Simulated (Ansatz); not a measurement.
Relaxed ZnS (wurtzite):

```yaml
crystal:
  lattice:
    - [3.80610, 0.00000, 0.00000]
    - [-1.90305, 3.29618, 0.00000]
    - [0.00000, 0.00000, 6.24474]
  atoms:
    - { symbol: Zn, position: [0.66667, 0.33333, 0.99975] }
    - { symbol: Zn, position: [0.33333, 0.66667, 0.49975] }
    - { symbol: S, position: [0.66667, 0.33333, 0.62545] }
    - { symbol: S, position: [0.33333, 0.66667, 0.12545] }
```

All values below come from r2SCAN (plane waves to 500 eV, PAW, scalar-relativistic; Ansatz, a first-principles code). k mesh 8×8×5 (Γ-centred), Fermi-Dirac smearing 0.05 eV. ZnS was relaxed with its symmetry unable to fall.

One atom of the cell was then moved (with its periodic images), all else fixed, and the forces (eV/Å) came out as:

| atom | Fx | Fy | Fz |
|---|---|---|---|
| Zn1 | 0.000 | -0.781 | -0.181 |
| Zn2 | 0.000 | -0.032 | -0.005 |
| S3 | 0.000 | 0.064 | 0.036 |
| S4 | 0.000 | 0.749 | 0.151 |

Q: Which atom was moved, and by which vector (Å)?

A: Zn1, by (0.00, 0.18, 0.00), 0.18 Å in all.

(For displaced atoms, the force is minus the slope of the energy, and its curvature is a force constant, which sets phonon frequencies.)
